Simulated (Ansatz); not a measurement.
A structure of PbS relaxed with PBEsol (plane waves to 420 eV, PAW, scalar-relativistic; Ansatz, a first-principles code); single points at other levels follow on the same geometry (Ansatz, PAW; HSE06 at 420 eV on a 6×6×6 k-mesh; no spin-orbit coupling). Space group Fm-3m (No. 225).

Space group Fm-3m (No. 225); a = b = c = 5.9023 Å, α = β = γ = 90.00°

```json
[
 {"atom": "Pb", "site": "4b", "symmetry": "m-3m", "x": "0.5000", "y": "0.5000", "z": "0.5000"},
 {"atom": "S", "site": "4a", "symmetry": "m-3m", "x": "0.0000", "y": "0.0000", "z": "0.0000"}
]
```
(The calculation used a cell of 2 atoms; values per cell refer to that cell.)

```tsv
level	gap (eV)	kind	conduction minimum
PBEsol	0.20	direct	k = (0, 0, -0.5)
HSE06	?	–	?
```

Question: What belongs in the gaps?

Answer: 
- HSE06, gap (eV): 0.73
- HSE06, conduction minimum: k = (0, 0, -0.5)

HSE06 gaps come from a coarse mesh plus a few chosen points, so they may be too large. No spin polarisation in the result.

The run could not lose the symmetry of its start.
